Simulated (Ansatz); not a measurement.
A relaxed structure of Li₄H₄Rh. All values below come from r2SCAN (plane waves to 500 eV, PAW, scalar-relativistic; Ansatz, a program for electronic structure).

```cif
data_H4Li4Rh
_chemical_formula_sum 'Li4 H4 Rh1'
_space_group_name_H-M_alt 'P 1'
_space_group_IT_number 1
_cell_length_a 4.86625
_cell_length_b 4.86625
_cell_length_c 4.86625
_cell_angle_alpha 100.113
_cell_angle_beta 100.113
_cell_angle_gamma 130.452
loop_
_space_group_symop_operation_xyz
  'x, y, z'
loop_
_atom_site_label
_atom_site_type_symbol
_atom_site_fract_x
_atom_site_fract_y
_atom_site_fract_z
_atom_site_occupancy
Li1 Li 0.22019 0.38542 0.60561 1
Li2 Li 0.77981 0.61458 0.39439 1
Li3 Li 0.61458 0.22019 0.83477 1
Li4 Li 0.38542 0.77981 0.16523 1
H1 H 0.26412 0.06519 0.32931 1
H2 H 0.73588 0.93481 0.67069 1
H3 H 0.93481 0.26412 0.19893 1
H4 H 0.06519 0.73588 0.80107 1
Rh1 Rh 0.00000 0.00000 0.00000 1
```

Question: Determine the symmetry and give the standard cell with its independent sites.

Answer: Space group I4/m (No. 87); a = b = 6.2486 Å, c = 4.0783 Å, α = β = γ = 90.00°

```
atom  site  symmetry       x       y       z
----  ----  --------  ------  ------  ------
Li      8h       m..  0.2202  0.3854  0.0000
H       8h       m..  0.2641  0.0652  0.0000
Rh      2a     4/m..  0.0000  0.0000  0.0000
```

Question: Give the shortest distances between elements (the closest pairs, up to four, under 3.6 Å).

Answer: H–Rh 1.70 Å; H–Li 1.94 Å; H–H 2.40 Å; Li–Li 2.67 Å.

```json
{
 "volume_per_atom": "8.85 Å³",
 "band_gap": "zero (metallic)"
}
```

No spin polarisation in the result. The relaxed primitive cell holds an odd number of electrons. A magnetic state may lie lower.

The run could not lose the symmetry of its start.
